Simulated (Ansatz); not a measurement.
BeS in space group P6_3/mmc (No. 194; Be on 2c, S on 2d) at seven volumes, the program Ansatz at the PBE+D3(BJ) level (PAW), shape and atoms relaxed at each. One row is withheld.

```csv
V (Å³/atom),P (GPa)
14.357,3.59
14.830,?
15.303,0.86
15.777,0.00
16.250,-0.65
16.723,-1.14
17.197,-1.53
```

Task: Fit the shown pressures and predict the withheld one.

Result: P = (3/2)B₀(x^(7/2) − x^(5/2))[1 + (3/4)(B′ − 4)(x − 1)] with x = (V₀/V)^(2/3). Least squares on the six rows gives V₀ = 15.775 Å³/atom, B₀ = 25.7 GPa, B′ = 8.61. At V = 14.830, x = 1.0420 and P = 2.06 GPa. The run itself gave 2.02 GPa.

A made-up cell: these elements were put on the sites of a structure type; neither database checked (COD, Materials Project) lists it. COD files the formula under space group No. 216, so this cell is another polymorph or a model. Its standing as an ambient phase is unchecked. Symmetry was held in the PBE+D3(BJ) relaxation. At this level the phase is dynamically unstable (imaginary phonons).

Potentials: the later of the program's two PAW sets.
